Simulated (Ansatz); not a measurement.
NaWO₃ (cubic perovskite, Pm-3m) at seven volumes, r²SCAN (plane waves, PAW; program Ansatz), scaled uniformly. One row is withheld.

```tsv
V (Å³/atom)	P (GPa)
10.595	?
10.944	16.35
11.294	7.51
11.643	0.01
11.992	-6.37
12.342	-11.78
12.691	-16.36
```

Q: Fit the shown pressures and predict the withheld one.

A: P = (3/2)B₀(x^(7/2) − x^(5/2))[1 + (3/4)(B′ − 4)(x − 1)] with x = (V₀/V)^(2/3). Least squares on the six rows gives V₀ = 11.643 Å³/atom, B₀ = 230 GPa, B′ = 4.45. At V = 10.595, x = 1.0649 and P = 26.78 GPa. The run itself gave 26.75 GPa.

The workflow started from an entry of the Crystallography Open Database (COD). Its standing as an ambient phase is unchecked. The r²SCAN relaxation kept the symmetry of its start; of distortions, only those at the zone centre were tested. No spin polarisation was allowed. No Hubbard U is applied. Scalar-relativistic: spin–orbit coupling is off unless named, which matters more the heavier the elements.

Potentials: the later of the program's two PAW sets.
